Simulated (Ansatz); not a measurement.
Y2C (anti-CdI2 type, space group No. 164) at seven volumes, plane-wave PAW PBEsol (Ansatz code), shape and atoms relaxed at each. One row is withheld.

```tsv
V (Å³/atom)	P (GPa)
20.430	6.37
21.104	3.94
21.777	1.81
22.451	0.00
23.124	?
23.798	-2.83
24.471	-3.88
```

Fit the shown pressures and predict the withheld one.

Third-order Birch–Murnaghan: P = (3/2)B₀(x^(7/2) − x^(5/2))[1 + (3/4)(B′ − 4)(x − 1)] with x = (V₀/V)^(2/3). Least squares on the six rows gives V₀ = 22.457 Å³/atom, B₀ = 54.85 GPa, B′ = 4.39. At V = 23.124, x = 0.9807 and P = -1.51 GPa. The run itself gave -1.57 GPa.

Space group P-3m1 (anti-CdI2 type). A made-up cell: these elements were put on the sites of a structure type; neither database checked (COD, Materials Project) lists it. COD files the formula under space group No. 166. Its standing as an ambient phase is unchecked. Symmetry was held in the PBEsol relaxation; its stability against distortions is not shown here. The run is not spin-polarised.

Potentials: the earlier of the program's two PAW sets. The files were generated under PBE; for other functionals the program regenerates the frozen cores, and for LDA and PBEsol the local potential too.
